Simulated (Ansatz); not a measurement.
Theory: DFT PBE, scalar-relativistic, plane waves, PAW (Ansatz 0.2.0). Settings: cutoff 420 eV, Γ-centred meshes spaced at most about 0.3 Å⁻¹, and about 0.25 Å⁻¹ or finer for metals (2π included), Gaussian smearing. No spin polarisation in the final relaxations.

Temperature and zero-point effects are left out.

Compare these two cells of InBiO, each relaxed at this level.

A.

Space group P6_3/mmc (No. 194). a = 3.625 Å, b = 3.625 Å, c = 12.087 Å, α = 90.00°, β = 90.00°, γ = 120.00°
```json
{"atom": "In", "site": "2d", "symmetry": "-6m2", "x": "0.6667", "y": "0.3333", "z": "0.2500"}
{"atom": "Bi", "site": "2a", "symmetry": "-3m.", "x": "0.0000", "y": "0.0000", "z": "0.0000"}
{"atom": "O", "site": "2c", "symmetry": "-6m2", "x": "0.6667", "y": "0.3333", "z": "0.7500"}
```

B.

Space group P4/mmm (No. 123). a = 3.532 Å, b = 3.532 Å, c = 5.124 Å, α = 90.00°, β = 90.00°, γ = 90.00°
```csv
atom,site,symmetry,x,y,z
In,1b,4/mmm,0.0000,0.0000,0.5000
Bi,1c,4/mmm,0.5000,0.5000,0.0000
O,1d,4/mmm,0.5000,0.5000,0.5000
```

Task: Which is lower in energy, and by how much?

Result: A is lower, by 32 meV/atom. A has space group P6_3/mmc (No. 194), 22.9 Å³/atom and no gap on its mesh; B has space group P4/mmm (No. 123), 21.3 Å³/atom and no gap. Counting O atoms around Bi and In (those within 1.25 times the shortest such distance or 1.15 times the sum of covalent radii, 1.27 where that leaves under three; the shortest distance is added where it exceeds 1.18 times the sum of covalent radii), A has In 3, Bi 6 from 3.7 Å and B has In 4 from 2.5 Å, Bi 2 from 2.6 Å. The lower one is the more open, so pressure narrows the difference. Both come from invented guesses. A third cell relaxed alike, in P4/nmm, lies 287 meV/atom below the lower of the two.

These runs have no spin–orbit coupling, which can matter for Bi. Cells relaxed within their symmetry can be saddle points.
